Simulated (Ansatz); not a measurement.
Rh:
```
CELL_PARAMETERS angstrom
      0.00000     1.91505     1.91505
      1.91505     0.00000     1.91505
      1.91505     1.91505     0.00000
ATOMIC_POSITIONS crystal
  Rh 0.00000 0.00000 0.00000
```

Relaxed with PBE. Special points in fractions of this cell's reciprocal vectors: Γ (0.000, 0.000, 0.000); X (0.500, 0.000, 0.500); U (0.625, 0.250, 0.625); K (0.375, 0.375, 0.750); L (0.500, 0.500, 0.500); W (0.500, 0.250, 0.750).

Question: List the band energies nearest the Fermi level at these points for PBE in the plane-wave PAW code Ansatz.

Answer: In eV from the Fermi level; about four levels below and three above (degenerate sets whole), none deeper than 8.9 eV; … stands for higher levels left out; points with the same levels are listed once.

```csv
k,below,above
Γ,-7.80 -2.99 -2.99 -2.99,…
X,-6.13 -5.77,0.51 0.94 0.94
U,-5.34 -4.62 -2.00 -0.67,0.35 …
L,-5.95 -3.06 -3.06,0.54 0.54 …
W,-4.86 -3.69 -3.69 -1.17,0.95 …
```

Space group Fm-3m (fcc (Cu type)). The PBE relaxation kept the symmetry of its start. The run is not spin-polarised. Spin–orbit coupling is left out wherever it is not named.

Potentials: the earlier of the program's two PAW sets.
